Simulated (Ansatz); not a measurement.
Be (hcp, Mg type)

```
CELL_PARAMETERS angstrom
      2.26472     0.00000     0.00000
     -1.13236     1.96131     0.00000
      0.00000     0.00000     3.56124
ATOMIC_POSITIONS crystal
  Be 0.33333 0.66667 0.75000
  Be 0.66667 0.33333 0.25000
```

The atoms are displaced by Q × the pattern below (from a DFPT mode at Γ, largest move 1; Q in Å), at fixed cell. It is one choice among 2 degenerate patterns.

| atom | x | y | z |
|---|---|---|---|
| Be1 | 0.000 | -1.000 | 0.000 |
| Be2 | 0.000 | 1.000 | 0.000 |

Calculation: PBE (plane waves to 420 eV, PAW, scalar-relativistic; Ansatz, a first-principles code). k mesh 23×23×13 (Γ-centred), Fermi-Dirac smearing 0.05 eV. E stands for the smeared free energy. With partly filled bands, energies and forces of such displacements shift with the k mesh and the smearing. Be was relaxed with its symmetry unable to fall. ΔE is measured from the undisplaced structure. The last digit holds for this mesh only.

| Q (Å) | ΔE (meV/cell) |
|---|---|
| -0.2800 | 683.3 |
| -0.2333 | 475.3 |
| -0.1867 | 301.1 |
| -0.1400 | 165.8 |
| -0.0933 | 71.2 |
| -0.0467 | 17.0 |
| 0.0000 | 0.0 |
| 0.0467 | 14.9 |
| 0.0933 | 54.1 |
| 0.1400 | withheld |
| 0.1867 | 170.9 |
| 0.2333 | 228.7 |
| 0.2800 | 268.8 |

Problem. Fit a polynomial form (powers 2, 3, 4) to the given rows and predict ΔE at Q = 0.1400.

Solution. Least squares on the 12 given rows: ΔE = (7361)·Q² + (-9543)·Q³ + (-16450)·Q⁴, in meV/cell with Q in Å; root-mean-square residual 1.87 meV/cell. At 0.1400 the fit gives 111.8 meV/cell; the calculation gives 109.2 meV/cell, so the interpolation is off by 2.6 (+2.4 %). The quadratic term alone would give 144.3 meV/cell.

(A displaced cell: forces are minus the slopes of the energy, force constants its curvatures, and phonons follow from these.)
